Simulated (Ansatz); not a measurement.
Hf:
```
Hf
1.0
   -2.78347     2.78347     1.50515
    2.78347    -2.78347     1.50515
    2.78347     2.78347    -1.50515
Hf
2
Direct
  0.75000   0.25000   0.50000
  0.00000   0.00000   0.00000
```

Relaxed with PBE. Special points in fractions of this cell's reciprocal vectors: Γ (0.000, 0.000, 0.000); X (0.000, 0.000, 0.500); M (-0.500, 0.500, 0.500); Z (0.323, 0.323, -0.323); Z0 (-0.323, 0.677, 0.323); P (0.250, 0.250, 0.250); N (0.000, 0.500, 0.000).

Q: List the band energies nearest the Fermi level at these points for the program Ansatz at the PBE with spin–orbit coupling level (PAW).

A: In eV from the Fermi level; about four levels below and three above (degenerate sets whole), none deeper than 8.9 eV; points with the same levels are listed once.

```csv
k,below,above
Γ,-0.96 -0.96 -0.96 -0.96,0.28 0.28 3.86 3.86
X,-0.43 -0.43 -0.43 -0.43,0.89 0.89 0.89 0.89
M,-3.19 -3.19 -3.19 -3.19,0.09 0.09 0.09 0.09
Z,-1.03 -1.03 -0.74 -0.74,0.15 0.15 1.54 1.54
P,-1.82 -1.82 -1.79 -1.79,1.58 1.58 1.64 1.64
N,-0.94 -0.94 -0.18 -0.18,0.65 0.65 1.76 1.76
```

Space group I4_1/amd (β-Sn type). A made-up cell: these elements were put on the sites of a structure type; neither database checked (COD, Materials Project) lists it. It is not the phase usual at ambient conditions (space group No. 194). The PBE relaxation kept the symmetry of its start. At this level the phase is dynamically unstable (imaginary phonons). No spin polarisation was allowed.

Potentials: the later of the program's two PAW sets.
